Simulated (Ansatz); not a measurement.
A distorted cell of Lu3InN (anti-perovskite):

```xyz
5
Lattice="4.6989 0.0000 0.0000 0.0000 4.6989 0.0000 0.0000 0.0000 4.6989" Properties=species:S:1:pos:R:3 pbc="T T T"
Lu     2.3494     2.3494     0.0000
Lu     0.0000     2.3494     2.3494
Lu     2.3494     0.0000     2.3494
In     0.0000     0.0000     0.0000
N      2.3494     2.3494     2.3494
```

Calculation: PBEsol (plane waves to 420 eV, PAW, scalar-relativistic; Ansatz, a quantum-chemistry and plane-wave program). k mesh 10×10×10 (Γ-centred), Fermi-Dirac smearing 0.05 eV. The energy includes the smearing's −TS. Compression counts positive. Lu3InN is run without spin polarisation. Lu3InN was relaxed with its symmetry unable to fall.

What is the stress tensor (GPa)?


```
   -4.9      0.0      0.0
    0.0     -4.9      0.0
    0.0      0.0     -4.9
```
The pressure, a third of the trace, is -4.9 GPa.

It is the relaxed cell scaled evenly to V/V₀ = 1.053, atoms relaxed where free. What is its energy relative to the relaxed cell?

17 meV/atom.

(Under strain, the slope of the energy per volume gives the stress and its curvature an elastic modulus.)
